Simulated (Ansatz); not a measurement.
## In₂S: relaxed-ion elastic tensor

Level of theory: DFT PBE, scalar-relativistic, plane waves, PAW (Ansatz). Cutoff 420 eV, 12×12×6 k-points (Γ-centred), Gaussian smearing of 0.01 eV. No spin polarisation.

Equilibrium structure at this level:
```yaml
crystal:
  lattice:
    - [3.81183, 0.00000, 0.00000]
    - [-1.90591, 3.30114, 0.00000]
    - [0.00000, 0.00000, 8.04603]
  atoms:
    - { symbol: In, position: [0.33333, 0.66667, 0.77368] }
    - { symbol: In, position: [0.33333, 0.66667, 0.22632] }
    - { symbol: S, position: [0.00000, 0.00000, 0.00000] }
```

The cell was found from a structure generator's guess, not taken from experiment. No dispersion correction is applied, so modes and constants that involve weak contacts between layers, chains or molecules come out too soft.

(1) Give the relaxed-ion elastic constants (GPa, Voigt order xx yy zz yz xz xy, on the Cartesian axes of the cell above).

(2) Is the crystal stable against homogeneous strain?

Results:

(1)
```
27.2 10.2  1.2  0.0  0.0  0.0
10.2 27.2  1.2  0.0  0.0  0.0
 1.2  1.2  6.2  0.0  0.0  0.0
 0.0  0.0  0.0 -1.5  0.0  0.0
 0.0  0.0  0.0  0.0 -1.5  0.0
 0.0  0.0  0.0  0.0  0.0  8.5
```

(2) No: the tensor has an eigenvalue of -1.5 GPa, so some strain lowers the energy.
